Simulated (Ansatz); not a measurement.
**Zn2Cd3S5 (I-4m2) at 2 levels of theory**

One geometry, relaxed with PBE; plane waves with PAW potentials in Ansatz, scalar-relativistic. No spin polarisation. Gaps are the least over mesh and band path; pressure is positive in compression.

Space group I-4m2 (No. 119). a = 4.035 Å, b = 4.035 Å, c = 28.918 Å, α = 90.00°, β = 90.00°, γ = 90.00°
```json
{"atom": "Zn", "site": "4e", "symmetry": "2mm.", "x": "0.5000", "y": "0.5000", "z": "0.0981"}
{"atom": "Cd", "site": "4e", "symmetry": "2mm.", "x": "0.0000", "y": "0.0000", "z": "0.1962"}
{"atom": "Cd", "site": "2a", "symmetry": "-4m2", "x": "0.0000", "y": "0.0000", "z": "0.0000"}
{"atom": "S", "site": "4f", "symmetry": "2mm.", "x": "0.5000", "y": "0.0000", "z": "0.1422"}
{"atom": "S", "site": "2c", "symmetry": "-4m2", "x": "0.0000", "y": "0.5000", "z": "0.2500"}
{"atom": "S", "site": "4f", "symmetry": "2mm.", "x": "0.0000", "y": "0.5000", "z": "0.4460"}
```

| level | cutoff (eV) | k mesh | gap (eV) | pressure (GPa) |
| --- | --- | --- | --- | --- |
| PBE | 420 | 10×10×10 | 1.28 | 0.0 |

Q: What comes out on the same cell with r2SCAN?

A:
```csv
level,cutoff (eV),k mesh,gap (eV),pressure (GPa)
r2SCAN,500,10×10×10,1.75,-1.7
```

The structure comes from a generated guess; another structure or a mixture of phases may lie lower.
